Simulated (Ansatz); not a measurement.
TiTeS:
```
CELL_PARAMETERS angstrom
      3.60983     0.00000     0.00000
     -1.80491     3.12620     0.00000
      0.00000     0.00000     6.55400
ATOMIC_POSITIONS crystal
  Ti 0.33333 0.66667 0.03358
  Te 0.00000 0.00000 0.74897
  S  0.66667 0.33333 0.21745
```

Relaxed with r²SCAN. Special points in fractions of this cell's reciprocal vectors: Γ (0.000, 0.000, 0.000); M (0.500, 0.000, 0.000); K (0.333, 0.333, 0.000); A (0.000, 0.000, 0.500); L (0.500, 0.000, 0.500); H (0.333, 0.333, 0.500).

Q: List the band energies nearest the Fermi level at these points for plane-wave PAW r²SCAN (Ansatz code).

A: In eV from the Fermi level; about four levels below and three above (degenerate sets whole), none deeper than 8.9 eV; points with the same levels are listed once.

| k | below | above |
|---|---|---|
| Γ | -5.57 -3.56 -3.56 -1.33 | 0.14 0.14 0.74 0.74 |
| M | -3.51 -3.50 -2.61 -1.23 | 0.09 1.07 1.35 |
| K | -4.31 -3.27 -3.16 -2.59 | 0.87 0.92 1.29 |
| A | -4.57 -3.55 -3.55 -2.89 | 0.13 0.13 0.66 0.66 |
| L | -3.22 -2.11 -1.14 -0.02 | 1.08 1.31 2.86 |
| H | -4.59 -3.59 -2.63 -2.48 | 0.80 0.86 0.99 |

Space group P3m1. The first step of the workflow began from a Materials Project structure, measured or hypothetical; the Crystallography Open Database copy checked does not list it. Whether it is the stable phase at ambient conditions was not checked. The r²SCAN relaxation kept the symmetry of its start; its stability against distortions is not shown here. The run is not spin-polarised. A crystal of weakly bound layers computed without a dispersion correction: the cell and the soft elastic constants depend strongly on that. Spin–orbit coupling is left out wherever it is not named.

Potentials: the later of the program's two PAW sets.
